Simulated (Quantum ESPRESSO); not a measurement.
Mg2TaMoAu4 (simulated cell), Mg3Mo2Pd2Pt (simulated cell) (calculated)

All values are calculated (Quantum ESPRESSO 7.5). Calculation on a made-up metal alloy cell, not a measurement: no spin or spin-orbit, unrelaxed, 2900 K smearing, stress positive in tension, cell energy less fitted offsets; periodic Kohn-Sham density functional theory in plane waves with PseudoDojo standard norm-conserving scalar-relativistic pseudopotentials, each functional with its own files (v0.5 for PBE, v0.4.1 for LDA and PBEsol), eight atoms on drawn sites of a strained close-packed or body-centred lattice, each displaced and held fixed; the energy is the cell's free energy, ions and the entropy term -TS included, at the stated Fermi-Dirac width, less a fixed offset for each atom's element (shifted free energy); compositions with an open d shell lost a parallel starting moment in a cheaper test run, and other magnetic orders were not tried; an error bar is the largest change of its kind in a tighter rerun, never given below 0.002 eV, 0.02 GPa or 0.003 eV/angstrom, and covers cutoff and k-mesh only, not smearing or the files.

Settings shared by all entries: functional pbe; cutoff 1143 eV; fermi dirac smearing 0.25 eV; electrons removed 0.

Notes on all entries: heavy elements are run without spin-orbit coupling, which real alloys of them have; a spin test at this wide smearing found no moment, but such smearing suppresses magnetism that the real alloy may have; lattice, volume and sites are drawn at random and may be unstable or far from any real phase; energies are for the whole cell, less offsets fitted to these runs, so they are not formation energies.

(1) Mg2TaMoAu4 (simulated cell)

```
Mg2TaMoAu4
1.0
     -2.9585     0.0169    -0.0250
     -0.0293     5.1114    -0.0234
      1.4132    -2.5207    -9.4338
Mo Au Mg Au Ta
1 3 2 1 1
Direct
  0.01706 -0.01749 0.00111
  0.12551 0.46548 0.25266
  0.29452 0.24205 0.49733
  0.34651 0.70270 0.75901
  0.48964 0.50697 0.00429
  0.65622 0.97795 0.25254
  0.77585 0.74213 0.50312
  0.89065 0.18894 0.75773
```

| Item | Value |
| --- | --- |
| lattice type | hexagonal close-packed |
| run command | mpirun -np 4 pw.x -nk 4 -in in |
| run processor | Intel Xeon, older, virtual cores |
| k mesh | 8 x 5 x 3 shifted half a step off Gamma on each axis |
| entropy term negative ts | -1.043 eV |
| pressure | -0.52 GPa |
| stress xx | 0.82 GPa |
| stress yy | 1.69 GPa |
| stress zz | -0.93 GPa |
| stress yz | 2.47 GPa |
| stress xz | 1.01 GPa |
| stress xy | -1.02 GPa |
| shifted free energy | -0.463 eV |

Atoms:
```tsv
atoms element	atom site	atom energy offset (eV)
Mo	1	-1911.95
Au	2	-4032.82
Au	3	-4032.82
Au	4	-4032.82
Mg	5	-1616.19
Mg	6	-1616.19
Au	7	-4032.82
Ta	8	-1771.44
```

Forces:
```tsv
site	x (eV/Å)	y (eV/Å)	z (eV/Å)
1	0.395	1.671	0.884
2	-0.15	-0.17	0.764
3	0.161	-0.145	-0.543
4	-0.559	-0.622	-0.077
5	-0.221	-0.743	-0.614
6	0.085	-0.105	-0.441
7	0.113	0.416	-0.137
8	0.176	-0.301	0.164
```

Notes: error bars: energy 0.004 eV, stress 0.14 GPa, force 0.0033 eV/Å, from a tighter rerun of a related cell, whose elements or sites may differ; 17 SCF iterations, 437 s of wall time on a shared machine.

(2) Mg2TaMoAu4 (simulated cell)

```
Mg2TaMoAu4
1.0
     -2.9585     0.0169    -0.0250
     -0.0293     5.1114    -0.0234
      1.4132    -2.5207    -9.4338
Au Ta Au Mg Au Mg Mo
1 1 1 1 2 1 1
Direct
  0.01706 -0.01749 0.00111
  0.12551 0.46548 0.25266
  0.29452 0.24205 0.49733
  0.34651 0.70270 0.75901
  0.48964 0.50697 0.00429
  0.65622 0.97795 0.25254
  0.77585 0.74213 0.50312
  0.89065 0.18894 0.75773
```

| Item | Value |
| --- | --- |
| lattice type | hexagonal close-packed |
| run command | mpirun -np 4 pw.x -nk 4 -in in |
| run processor | Intel Xeon, older, virtual cores |
| k mesh | 8 x 5 x 3 shifted half a step off Gamma on each axis |
| entropy term negative ts | -1.273 eV |
| pressure | 0.64 GPa |
| stress xx | 2.22 GPa |
| stress yy | -0.47 GPa |
| stress zz | -3.66 GPa |
| stress yz | 0.66 GPa |
| stress xz | 0.96 GPa |
| stress xy | -1.11 GPa |
| shifted free energy | 0.325 eV |

Atoms:
```tsv
atoms element	atom site	atom energy offset (eV)
Au	1	-4032.82
Ta	2	-1771.44
Au	3	-4032.82
Mg	4	-1616.19
Au	5	-4032.82
Au	6	-4032.82
Mg	7	-1616.19
Mo	8	-1911.95
```

Forces:
```tsv
site	x (eV/Å)	y (eV/Å)	z (eV/Å)
1	0.207	0.96	0.287
2	-0.257	-0.206	1.109
3	0.243	0.155	-1.267
4	-0.453	-0.325	-0.11
5	-0.207	-0.803	0.228
6	0.097	-0.59	-0.171
7	0.226	0.438	-0.245
8	0.144	0.371	0.169
```

Notes: error bars: energy 0.004 eV, stress 0.14 GPa, force 0.0033 eV/Å, from a tighter rerun of a related cell, whose elements or sites may differ; 17 SCF iterations, 430 s of wall time on a shared machine.

(3) Mg3Mo2Pd2Pt (simulated cell)

```
Mg3Mo2Pd2Pt
1.0
      0.0505     0.0111    -4.1768
     -4.1322    -0.0071     0.0505
      2.0550     8.5120     2.0410
Mg Pd Mg Pt Pd Mg Mo
1 1 1 1 1 1 2
Direct
  -0.02243 -0.01205 -0.00494
  0.12900 0.67403 0.26070
  0.25474 0.26513 0.51314
  0.35169 0.85442 0.75079
  0.51302 0.49556 -0.00640
  0.61865 0.11148 0.24824
  0.74078 0.77984 0.50975
  0.89488 0.39465 0.74170
```

| Quantity | Value |
| --- | --- |
| lattice type | face-centred cubic |
| run command | pw.x -nk 1 -in in |
| run processor | AMD EPYC, Zen 5, virtual cores |
| k mesh | 6 x 6 x 3 shifted half a step off Gamma on each axis |
| entropy term negative ts | -1.266 eV |
| pressure | -10.71 GPa |
| stress xx | 13.28 GPa |
| stress yy | 10.54 GPa |
| stress zz | 8.31 GPa |
| stress yz | -0.89 GPa |
| stress xz | -1.63 GPa |
| stress xy | 0.28 GPa |
| shifted free energy | -0.437 eV |

Atoms:
```tsv
atoms element	atom site	atom energy offset (eV)
Mg	1	-1616.19
Pd	2	-3687.45
Mg	3	-1616.19
Pt	4	-3554.29
Pd	5	-3687.45
Mg	6	-1616.19
Mo	7	-1911.95
Mo	8	-1911.95
```

Forces:
```tsv
site	x (eV/Å)	y (eV/Å)	z (eV/Å)
1	-0.355	-0.113	-0.206
2	0.451	0.37	0.104
3	-0.07	-0.424	-0.081
4	-0.346	-0.352	-0.213
5	0.106	-0.174	0.164
6	-0.414	-0.18	-0.048
7	0.197	1.775	-0.365
8	0.43	-0.903	0.645
```

Notes: error bars: energy 0.0067 eV, stress 0.023 GPa, force 0.0096 eV/Å, from a tighter rerun of a related cell, whose elements or sites may differ; 16 SCF iterations, 1251 s of wall time on a shared machine.

(4) Mg3Mo2Pd2Pt (simulated cell)

```
Mg3Mo2Pd2Pt
1.0
      0.0505     0.0111    -4.1768
     -4.1322    -0.0071     0.0505
      2.0550     8.5120     2.0410
Mo Pd Mg Pd Mo Mg Pt
1 1 2 1 1 1 1
Direct
  -0.02243 -0.01205 -0.00494
  0.12900 0.67403 0.26070
  0.25474 0.26513 0.51314
  0.35169 0.85442 0.75079
  0.51302 0.49556 -0.00640
  0.61865 0.11148 0.24824
  0.74078 0.77984 0.50975
  0.89488 0.39465 0.74170
```

| Item | Value |
| --- | --- |
| lattice type | face-centred cubic |
| run command | pw.x -nk 1 -in in |
| run processor | AMD EPYC, Zen 5, virtual cores |
| k mesh | 6 x 6 x 3 shifted half a step off Gamma on each axis |
| entropy term negative ts | -1.43 eV |
| pressure | -11.46 GPa |
| stress xx | 9.37 GPa |
| stress yy | 14.06 GPa |
| stress zz | 10.95 GPa |
| stress yz | -0.21 GPa |
| stress xz | -2.04 GPa |
| stress xy | 0.01883 GPa |
| shifted free energy | 0.619 eV |

Atoms:
```tsv
atoms element	atom site	atom energy offset (eV)
Mo	1	-1911.95
Pd	2	-3687.45
Mg	3	-1616.19
Mg	4	-1616.19
Pd	5	-3687.45
Mo	6	-1911.95
Mg	7	-1616.19
Pt	8	-3554.29
```

Forces:
```tsv
site	x (eV/Å)	y (eV/Å)	z (eV/Å)
1	-0.24	1.979	-0.117
2	0.366	-0.214	0.106
3	-0.052	-0.752	0.039
4	-0.572	1.25	-0.435
5	0.216	0.565	0.092
6	-0.406	-2.604	-0.166
7	0.388	-0.536	-0.247
8	0.301	0.312	0.729
```

Notes: error bars: energy 0.0067 eV, stress 0.023 GPa, force 0.0096 eV/Å, from a tighter rerun of this cell; 17 SCF iterations, 1225 s of wall time on a shared machine.

(5) Mg3Mo2Pd2Pt (simulated cell)

```
Mg3Mo2Pd2Pt
1.0
      0.0505     0.0111    -4.1768
     -4.1322    -0.0071     0.0505
      2.0550     8.5120     2.0410
Mg Pt Pd Mg Mo Pd
1 1 1 2 2 1
Direct
  -0.02243 -0.01205 -0.00494
  0.12900 0.67403 0.26070
  0.25474 0.26513 0.51314
  0.35169 0.85442 0.75079
  0.51302 0.49556 -0.00640
  0.61865 0.11148 0.24824
  0.74078 0.77984 0.50975
  0.89488 0.39465 0.74170
```

| Quantity | Value |
| --- | --- |
| lattice type | face-centred cubic |
| run command | pw.x -nk 1 -in in |
| run processor | AMD EPYC, Zen 5, virtual cores |
| k mesh | 6 x 6 x 3 shifted half a step off Gamma on each axis |
| entropy term negative ts | -1.504 eV |
| pressure | -10.9 GPa |
| stress xx | 12.04 GPa |
| stress yy | 12.41 GPa |
| stress zz | 8.24 GPa |
| stress yz | -0.56 GPa |
| stress xz | -1.79 GPa |
| stress xy | 0.83 GPa |
| shifted free energy | 0.693 eV |

Atoms:
```tsv
atoms element	atom site	atom energy offset (eV)
Mg	1	-1616.19
Pt	2	-3554.29
Pd	3	-3687.45
Mg	4	-1616.19
Mg	5	-1616.19
Mo	6	-1911.95
Mo	7	-1911.95
Pd	8	-3687.45
```

Forces:
```tsv
site	x (eV/Å)	y (eV/Å)	z (eV/Å)
1	-0.257	0.612	-0.597
2	0.282	0.32	0.116
3	0.007	-0.98	-0.214
4	-0.499	-0.787	-0.438
5	0.229	0.689	0.465
6	-0.08	2.464	0.001
7	-0.056	-2.503	-0.094
8	0.373	0.186	0.76
```

Notes: error bars: energy 0.0067 eV, stress 0.023 GPa, force 0.0096 eV/Å, from a tighter rerun of a related cell, whose elements or sites may differ; 17 SCF iterations, 1545 s of wall time on a shared machine.

(6) Mg3Mo2Pd2Pt (simulated cell)

```
Mg3Mo2Pd2Pt
1.0
      0.0505     0.0111    -4.1768
     -4.1322    -0.0071     0.0505
      2.0550     8.5120     2.0410
Mg Mo Mg Mo Pd Pt Mg Pd
1 1 1 1 1 1 1 1
Direct
  -0.02243 -0.01205 -0.00494
  0.12900 0.67403 0.26070
  0.25474 0.26513 0.51314
  0.35169 0.85442 0.75079
  0.51302 0.49556 -0.00640
  0.61865 0.11148 0.24824
  0.74078 0.77984 0.50975
  0.89488 0.39465 0.74170
```

| Property | Result |
| --- | --- |
| lattice type | face-centred cubic |
| run command | mpirun -np 4 pw.x -nk 4 -in in |
| run processor | Intel Xeon, 2023 or later, virtual cores |
| k mesh | 6 x 6 x 3 shifted half a step off Gamma on each axis |
| entropy term negative ts | -1.803 eV |
| pressure | -9.85 GPa |
| stress xx | 10.42 GPa |
| stress yy | 8.78 GPa |
| stress zz | 10.35 GPa |
| stress yz | -0.41 GPa |
| stress xz | -1.21 GPa |
| stress xy | 0.71 GPa |
| shifted free energy | 1.098 eV |

Atoms:
```tsv
atoms element	atom site	atom energy offset (eV)
Mg	1	-1616.19
Mo	2	-1911.95
Mg	3	-1616.19
Mo	4	-1911.95
Pd	5	-3687.45
Pt	6	-3554.29
Mg	7	-1616.19
Pd	8	-3687.45
```

Forces:
```tsv
site	x (eV/Å)	y (eV/Å)	z (eV/Å)
1	-0.455	0.289	-0.199
2	0.323	-0.83	0.073
3	-0.161	-0.585	0.009
4	-0.497	0.555	-0.379
5	0.14	0.133	0.289
6	0.138	0.198	0.032
7	0.281	-0.212	-0.161
8	0.23	0.452	0.336
```

Notes: error bars: energy 0.0067 eV, stress 0.023 GPa, force 0.0096 eV/Å, from a tighter rerun of a related cell, whose elements or sites may differ; 17 SCF iterations, 393 s of wall time on a shared machine.
